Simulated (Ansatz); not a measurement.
Given:

BaNbNO₂:
```
BaNbNO2
1.0
    4.11686     0.00000     0.00000
    0.00000     4.11686     0.00000
    0.00000     0.00000     4.09856
Ba Nb N O
1 1 1 2
Cartesian
  0.00000   0.00000   0.00000
  2.05843   2.05843   2.04928
  2.05843   2.05843   0.00000
  0.00000   2.05843   2.04928
  2.05843   0.00000   2.04928
```

This is the r²SCAN-relaxed structure.

Question: All from plane-wave PAW r²SCAN (Ansatz code), unless another level is named. Give the electron effective mass with spin–orbit coupling.

Answer: 0.28, 0.28, 0.88 mₑ (principal values).

Question: And the gap with spin–orbit coupling?

Answer: 0.22 eV.

Question: And the valence-band maximum?

Answer: at Γ.

Question: Give the Z2 indices of the occupied bands with spin–orbit coupling.

Answer: 0;(000).

Space group P4/mmm. The workflow started from a Materials Project entry (that database holds measured and hypothetical structures alike); the Crystallography Open Database copy checked does not list it. With N and O taken as one species the cell has the higher symmetry Pm-3m, so it may be an ordered model of a mixed-site phase. Its standing as an ambient phase is unchecked. Symmetry was held in the r²SCAN relaxation. At this level the phase is dynamically unstable (imaginary phonons). No spin polarisation was allowed. Spin–orbit coupling is left out wherever it is not named.

Potentials: the later of the program's two PAW sets.
